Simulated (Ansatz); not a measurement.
Here is the system:

Bi (A7 type, space group R-3m)

```cif
data_Bi2
_chemical_formula_sum 'Bi2'
_space_group_name_H-M_alt 'P 1'
_space_group_IT_number 1
_cell_length_a 4.68399
_cell_length_b 4.68399
_cell_length_c 4.68399
_cell_angle_alpha 57.882
_cell_angle_beta 57.882
_cell_angle_gamma 57.882
loop_
_space_group_symop_operation_xyz
  'x, y, z'
loop_
_atom_site_label
_atom_site_type_symbol
_atom_site_fract_x
_atom_site_fract_y
_atom_site_fract_z
_atom_site_occupancy
Bi1 Bi 0.23718 0.23718 0.23718 1
Bi2 Bi 0.76282 0.76282 0.76282 1
```

Equation-of-state scan: isotropic scaling of the cell above, V₀ being its volume. The atoms relax within the cell's symmetry.

Calculation: PBE-D3(BJ) (plane waves to 420 eV, PAW, scalar-relativistic; Ansatz, a program for electronic structure). k mesh 13×13×13 (Γ-centred), Fermi-Dirac smearing 0.05 eV. E stands for the smeared free energy. Compression counts positive. With the shape held, the modulus is that of even scaling; a crystal free to change shape is softer. Bi was relaxed with its symmetry unable to fall. Spin-orbit coupling is left out, though Bi is heavy. The zero of ΔE is the relaxed starting cell.

The scan covers V/V₀ from 0.840 to 1.160 in 13 points.

Question: What pressure does the cell carry at V/V₀ = 0.840?

Answer: 10.8 GPa.

Question: What is ΔE at V/V₀ = 1.160?

Answer: 83 meV/atom.

Question: What is ΔE at V/V₀ = 0.840?

Answer: 158 meV/atom.

(Under strain, the slope of the energy per volume gives the stress and its curvature an elastic modulus.)
